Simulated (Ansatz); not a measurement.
# Cu₃Pd: strain energy, fitted

Cu₃Pd, Pm-3m, a = 3.654 Å. The structure is a COD entry; whether it is the stable form wasn't checked. Ansatz: PBEsol, PAW, 420 eV, Γ-centred 14×14×14 mesh on 4 atoms, Gaussian smearing 0.10 eV; no spin polarisation. Series: uniaxial strain along c, with a, b and atoms relaxed; x is the strain in per cent. y is the free energy over the unstrained cell, V0 = 12.195 Å³/atom.

| x (%) | y (meV/atom) |
| --- | --- |
| -6.0 | 10.07 |
| -4.0 | 4.85 |
| -2.0 | 1.26 |
| 0.0 | 0.00 |
| 2.0 | 1.35 |
| 4.0 | ? |
| 6.0 | 13.81 |

Task: Fit y = c2 x² + c3 x³ to the other rows, turn c2 into a modulus, and predict the missing energy.

Result: Least squares on the rows shown. y = 0.3321 x² + 0.008594 x³. In eV per unit strain² c2 is 3.321; this is Young's modulus along the axis (E = ½ Y V0 ε²): 2 × 3.321 × 160.2 / (12.195) = 87 GPa. At x = 4.0 the fit asked for gives 5.86 meV/atom. The run gave 5.81 meV/atom, so the fit is 0.05 meV/atom too high, within twice the rms miss on the fitted rows (0.05 meV/atom).